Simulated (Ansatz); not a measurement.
An Ansatz (a program for electronic structure) run. Input:

Ansatz 0.2 input:
```yaml
crystal:
  lattice:
    - [3.1108310102, 0.0, 0.0]
    - [0.0, 3.1108310102, 0.0]
    - [0.0, 0.0, 3.1108310102]
  atoms:
    - { symbol: Ir, position: [0.0, 0.0, 0.0] }
    - { symbol: Pt, position: [0.5, 0.5, 0.5] }
kpoints:
  mp_grid: { grid: [13, 13, 13] }
hamiltonian:
  xc: r2scan
  pseudopotentials: { azcp: { folder: ./paw }, kind: paw }
scf:
  occupations: { method: gaussian, width: 0.1 }
checkpoint: { read: metal.run }
output: { write_density: true, elf: true, volumetric_format: npy }
basis: { fft_grid_basis: typed }
```

Output (shortened):

```
Pseudopotential: Ir, paw, valence charge 17
Pseudopotential: Pt, paw, valence charge 18
Functional definition: r2SCAN
Crystal: 2 atoms, lattice volume = 30.104 Å³
Basis set: ecut = 500 eV, 751 PW (Γ), exchange–correlation on 96×96×96 points (64 copies of the dense FFT grid, shifted against one another)
Bands: 26, of which v1, the nominal top of the filled ones, is band 18 counted from 1 (17 counted from 0)
Symmetry: 48 space group operations
Space group: Pm-3m (ITA 221), of the structure as read, at distance tolerance 3.1e-5 Å
k-points: 84 of 2197
Stability of the state it starts from, as read at its close in the unpolarized treatment …
iter 1 solved again at ethr=3.85e-9 eV; its pass at ethr=3.10e-3 eV (dr2=1.35e-6 eV) is discarded
SCF iter   1: F=—  HF=-24487.452295 eV  |F-HF|=—  |Δ(HF+E_count)|=         —  Δρ=6.54e-7  dr2=1.17e-10  dr2_τ=9.01e-12  ethr=3.85e-9  ⟨swp⟩=4.0  Hψ=15753  notcnv=0
preconditioner: auto → none
SCF iter   2: F=-24487.452295 eV  HF=-24487.452295 eV  |F-HF|=1.22e-9  |Δ(HF+E_count)|=   1.58e-7  Δρ=1.58e-6  dr2=1.35e-9  dr2_τ=1.38e-10  ethr=1.00e-12  ⟨swp⟩=5.2  Hψ=7467  notcnv=0
SCF 1 converged in 2 iterations: F = -24487.452295 eV  dr2 = 1.35e-9
SCF converged after 2 iterations
Free energy (F): -24487.452295 eV
Harris-Foulkes:  -24487.452295 eV  (|F-HF|=1.22e-9)
Internal energy: -24487.435910 eV  (E = F + TS)
E sigma→0 (E₀):  -24487.444103 eV
Entropy (-TS):   -0.016385 eV (-8.193 meV/atom)
Fermi energy:    23.170267 eV
--- Per-component energies (eV) ---
  E_band       = -272.887788
  E_kinetic    = 1138.966688
  E_local      = -2605.868611  (includes V_loc(G=0)·N_el)
  E_nonlocal   = 397.845584
  E_hartree    = 983.014754
  E_xc         = -436.860752
  E_vxc        = -580.903231  (∫ρ·V_xc dr)
  E_paw        = -18802.679659  (= ΣΔE_a)
  E_vpaw       = -626.338931  (= ΣTr[D̂ρ^β])
  E_aug_tail   = 0.000987  (compensation charges beyond the density's cutoff)
  E_vtau       = 37.380218  (kinetic-family band-sum trace: ∫τ·v_τ [+ j·A + Jᵃ·Aᵃ] dr)
  E_ewald      = -5161.306243
  E_core_change = -0.548658  (= ΣΔE_core)
  E_smearing   = -0.016385  (= −TS)
  E_closure    =  0.000000  (closes the sum)
  Σ components = -24487.452295   (vs F -24487.452295, Δ=0.00e0)
  [band-id]    e_kinetic+e_local+e_nonlocal+2·e_hartree+e_vxc+e_vpaw+e_augmentation_tail+e_vtau = -272.887788   (vs E_band -272.887788, Δ=1.56e-8)
--- Band table (eV; the first three rows and the last of 84) ---
  k-point 0: bands = ["-77.3149", "-71.0320", "-30.8575", "-30.8575", "-30.8575", "-27.1816", "-27.1816", "-27.1816", "12.7460", "16.2798", "16.2798", "19.4119", "19.4119", "19.4119", "22.2827", "22.2827", "24.2747", "24.2747", "24.2747", "31.3635", …
  k-point 1: bands = ["-77.3148", "-71.0319", "-30.8612", "-30.8566", "-30.8566", "-27.1886", "-27.1820", "-27.1820", "12.8814", "16.3452", "16.3746", "19.4117", "19.4117", "19.4659", "22.1611", "22.3280", "24.0040", "24.0040", "24.1856", "30.6583", …
  k-point 2: bands = ["-77.3144", "-71.0314", "-30.8713", "-30.8538", "-30.8538", "-27.2080", "-27.1833", "-27.1833", "13.2796", "16.5395", "16.6388", "19.4187", "19.4187", "19.6260", "21.8137", "22.4551", "23.3495", "23.3495", "23.9297", "29.1316", …
  k-point 83: bands = ["-77.3081", "-71.0223", "-30.9081", "-30.9072", "-30.9072", "-27.2824", "-27.2824", "-27.2811", "18.0069", "18.2193", "18.2193", "18.7713", "18.7713", "18.8461", "22.2458", "22.2458", "23.2925", "23.2925", "28.3672", "29.1690", …
```

Cost: about 6 core-seconds (a rough figure) on shared cores.

The start of the workflow was typed in or built on a structure type; neither database checked (COD, Materials Project) lists it. Its standing as an ambient phase is unchecked. The cell was relaxed with r²SCAN under the symmetry of its start. At this level the phase is mechanically unstable. No spin polarisation was allowed. Its formation energy is positive at this level, so the cell may be metastable or incomplete. Scalar-relativistic: spin–orbit coupling is off unless named, which matters more the heavier the elements.

Potentials: the earlier of the program's two PAW sets.

Ansatz is a plane-wave DFT program.
